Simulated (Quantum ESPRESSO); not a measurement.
Al7GaAs8, convergence and cost over cutoff and k mesh

A calculation, not a measurement. The program is pw.x of Quantum ESPRESSO 7.5 (plane-wave density functional theory). The cell is made up: 16 atoms on a doubled zincblende/diamond lattice, with randomly drawn elements, strain and displacements, not relaxed. PseudoDojo standard norm-conserving files (v0.5 for PBE, v0.4.1 for LDA and PBEsol) set the functional; there is no spin polarisation, spin-orbit coupling or dispersion term, and the masses in the input are unused placeholders.

Input of the run in row 4:

```
&control calculation='scf', pseudo_dir='./dojo.nc.sr.pbe.v0_5.standard.upf', outdir='./o', disk_io='medium', tprnfor=.true., tstress=.true. /
&system ibrav=0, nat=16, ntyp=3, nbnd=83, ecutwfc=84.00895049, nosym=.true., tot_charge=0,
 occupations='smearing', smearing='fd', degauss=0.0018374661
/
&electrons conv_thr=7.350e-09, electron_maxstep=60, /
ATOMIC_SPECIES
Al 1.0 Al.upf
As 1.0 As.upf
Ga 1.0 Ga.upf
CELL_PARAMETERS angstrom
5.6176 0.021 0.056
0.021 5.7148 -0.0783
0.112 -0.1567 11.5606
ATOMIC_POSITIONS angstrom
Al 0.009 0.037 0.0188
Al 0.0867 2.8465 2.8826
Ga 2.8327 -0.0046 2.8979
Al 2.8611 2.9184 0.0146
Al 0.0215 -0.1248 5.7613
Al 0.078 2.6985 8.6151
Al 2.8544 -0.0647 8.7036
Al 2.8799 2.7342 5.6963
As 1.4135 1.4625 1.4294
As 1.4643 4.2155 4.2895
As 4.2584 1.4434 4.2977
As 4.2312 4.2805 1.3904
As 1.4808 1.2969 7.1763
As 1.5163 4.1213 10.0945
As 4.3099 1.2691 10.107
As 4.3308 4.1877 7.2748
K_POINTS automatic
4 4 2 1 1 1
```

The same cell was run at these settings. Meshes are shifted by half a step, and differences are from the last row, which is itself not exact.

| cutoff (eV) | k mesh | k points solved | threshold (eV) | free energy less the last row's (eV) | pressure (GPa) | largest stress difference (GPa) | largest force difference (eV/Å) | iterations | wall time (s) | k-point pools | processor |
| --- | --- | --- | --- | --- | --- | --- | --- | --- | --- | --- | --- |
| 800 | 2 x 2 x 2 | 4 | 1e-04 | 20.282 | -76.34 | 78.19 | 0.033 | 9 | 263 | 1 | AMD EPYC, Zen 5 class |
| 1143 | 1 x 1 x 1 | 1 | 1e-07 | 4.878 | 3.02 | 2.96 | 0.178 | 12 | 318 | 1 | AMD EPYC, Zen 5 class |
| 833 | 4 x 4 x 2 | 16 | 1e-07 | 11.223 | -47.69 | 48.92 | 0.009 | 12 | 1001 | 1 | AMD EPYC, Zen 5 class |
| 1143 | 4 x 4 x 2 | 16 | 1e-07 | 0.017 | 1.21 | 0.00 | 0.001 | 12 | 2270 | 1 | AMD EPYC, Zen 5 class |
| 1437 | 6 x 6 x 4 | 72 | 1e-07 | 0.000 | 1.21 | 0.00 | 0.000 | 12 | 1425 | 4 | Intel Xeon, 2023 or later |

Each pool is one process. Wall times include start-up and a band step at six k points, which weighs most on the coarsest meshes. The runs were on shared virtual cores whose load varied, so times are rough.